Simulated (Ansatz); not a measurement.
The relaxed structure here is a generated cell of ScB4Os3: the first start was made by placing the elements on the sites of a structure type, and the end was not matched to a known phase here, so it may be hypothetical.

A relaxed structure of ScB4Os3. These are r2SCAN (plane waves to 500 eV, PAW, scalar-relativistic; Ansatz, a program for electronic structure) values and carry that method's errors.

```cif
data_B4Os3Sc
_chemical_formula_sum 'Sc1 Os3 B4'
_space_group_name_H-M_alt 'P 1'
_space_group_IT_number 1
_cell_length_a 4.97908
_cell_length_b 4.97908
_cell_length_c 4.97908
_cell_angle_alpha 90.000
_cell_angle_beta 90.000
_cell_angle_gamma 90.000
loop_
_space_group_symop_operation_xyz
  'x, y, z'
loop_
_atom_site_label
_atom_site_type_symbol
_atom_site_fract_x
_atom_site_fract_y
_atom_site_fract_z
_atom_site_occupancy
Sc1 Sc 0.00000 0.00000 0.00000 1
Os1 Os 0.50000 0.00000 0.00000 1
Os2 Os 0.00000 0.00000 0.50000 1
Os3 Os 0.00000 0.50000 0.00000 1
B1 B 0.25894 0.25894 0.25894 1
B2 B 0.25894 0.74106 0.74106 1
B3 B 0.74106 0.25894 0.74106 1
B4 B 0.74106 0.74106 0.25894 1
```

Task: Find the space group and the Wyckoff positions (tolerance 0.01 Å).

Result: Space group P-43m (No. 215); a = b = c = 4.9791 Å, α = β = γ = 90.00°

| atom | site | symmetry | x | y | z |
|---|---|---|---|---|---|
| Sc | 1a | -43m | 0.0000 | 0.0000 | 0.0000 |
| Os | 3d | -42.m | 0.0000 | 0.0000 | 0.5000 |
| B | 4e | .3m | 0.2589 | 0.2589 | 0.2589 |

This is the AFLOW prototype A3B4C_cP8_215_d_e_a (H2_4, as in VCu3S4).

Task: Give the shortest distances between elements (the closest pairs, up to four, under 3.6 Å).

Result: B–Os 2.18 Å; B–Sc 2.23 Å; Os–Sc 2.49 Å; B–B 3.39 Å.

```yaml
volume_per_atom: 15.43 Å³
density: 8.86 g/cm³
band_gap: no gap (metallic)
```

No spin polarisation in the result. The relaxed primitive cell holds an odd number of electrons. A magnetic state may lie lower.

The run could not lose the symmetry of its start, so the end can be a saddle point.
